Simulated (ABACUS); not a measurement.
ABACUS run on Ta₂O₅ (P1, 7 atoms in the cell; from Materials Project mp-1218141, changed as shown): self-consistent single point.

Method: LDA (PW92), PseudoDojo 0.4 standard norm-conserving LDA (tails mended) pseudopotentials (plane waves; ABACUS).

The change in words: atom 7 moved by +0.15 angstrom along z. Reference geometry (P1):
```
CELL_PARAMETERS angstrom
      3.40078     0.00000     0.00000
     -0.00806     3.86025     0.00000
     -0.69986    -0.10828     8.18171
ATOMIC_POSITIONS crystal
  Ta 0.90726 0.00856 0.98015
  Ta 0.51129 0.99623 0.53826
  O  0.99212 0.50661 0.95813
  O  0.49368 0.49348 0.54791
  O  0.47247 0.00858 0.10143
  O  0.98289 0.98619 0.43012
  O  0.58029 0.00034 0.77399
```

Reference input (self-consistent single point, DFT, LDA (PW92), plane waves, PseudoDojo 0.4 standard norm-conserving LDA (tails mended) pseudopotentials): KPT = Gamma 3 3 2 0 0 0; basis_type = pw; dft_functional = PWLDA; ecutwfc = 84 Ry; smearing_method = fixed; potentials = PseudoDojo 0.4 standard norm-conserving LDA (tails mended); symmetry = 1; symmetry_prec = 1e-05; ks_solver = cg; scf_nmax = 100; scf_thr = 1.0e-09 Ry; mixing_type = broyden. This run's input differs from it in these lines:

```diff
@@ -47,3 +47,3 @@
    0.9828900000    0.9861900000    0.4301200000
-   0.5802900000    0.0003400000    0.7739900000
+   0.5840640000    0.0008540000    0.7923240000
 # file: KPT
```

Log, with long lists cut:

```
 SELF-CONSISTENT
 -------------------------------------------
                                 init_chg = atomic

 PW ALGORITHM --------------- ION=   1  ELEC=   1--------------------------------

 Density error is 3.10999933515
                          Error Threshold = 0.01
 E_KohnSham     -424.6676738266      -5777.9001204473
 E_Fermi        0.1545089750         2.1022024519

 PW ALGORITHM --------------- ION=   1  ELEC=   2--------------------------------

 Density error is 13.0800363289
                          Error Threshold = 0.00555357024134
 E_KohnSham     -423.7558199783      -5765.4937123677
   [... lines left out ...]

 Density error is 4.94242662435e-09
                          Error Threshold = 6.53842611957e-12
 E_KohnSham     -426.2983062744      -5800.0860130804
 E_Fermi        0.4076755384         5.5467102578

 PW ALGORITHM --------------- ION=   1  ELEC=  17--------------------------------

 Density error is 7.10899016708e-10
                          Error Threshold = 6.53842611957e-12
 E_KohnSham     -426.2983062742      -5800.0860130782
 E_KS(sigma->0) -426.2983062742      -5800.0860130782
 E_entropy(-TS) 0.0000000000         0.0000000000
 E_Fermi        0.4076818446         5.5467960576
 charge density convergence is achieved
 final etot is -5800.0860131 eV
 EFERMI = 5.5467960576 eV

 STATE ENERGY(eV) AND OCCUPATIONS    NSPIN == 1
   [... 35 lines left out ...]

 TOTAL-FORCE (eV/Angstrom)
                       Ta1         0.7136681491        -0.0234354371         2.5682719037
                       Ta2         0.2209295564        -0.0089952163         1.7460610555
                        O1        -0.0587151829        -0.0249059619         0.2036649569
                        O2        -0.0715632672        -0.0643956791         0.3340689086
                        O3         0.2977357684         0.0521190670        -0.3205542474
                        O4        -0.0221872183         0.0722749576         0.9232814386
                        O5        -1.0798678054        -0.0026617301        -5.4547940159

 TOTAL-STRESS (KBAR)
       -99.0543232760         0.9424556091        29.1899378336
         0.9424556091      -133.2417503877         0.1240636751
        29.1899378336         0.1240636751       -78.1746864463
 TOTAL-PRESSURE: -103.490253 KBAR

 --------------------------------------------
 !FINAL_ETOT_IS -5800.0860130782393753 eV
 --------------------------------------------
```

The run converged in 17 iterations. Against the reference run the free energy goes up by 61.4 meV/atom, the pressure goes from -11.58 to -10.35 GPa and the largest force goes from 0.946 to 5.561 eV/Å.

Spin-orbit coupling is left out, which matters for bands and gaps with elements this heavy. Forces above 1 eV/Å remain at this geometry. The structure comes from a collection of computed structures, made at another level of theory; the collection holds predicted forms beside known ones.

Cost on one core: around 3 core-minutes (rough).

“Tails mended”: in these copies of the files the far tail of each local potential was reset to the Coulomb form.
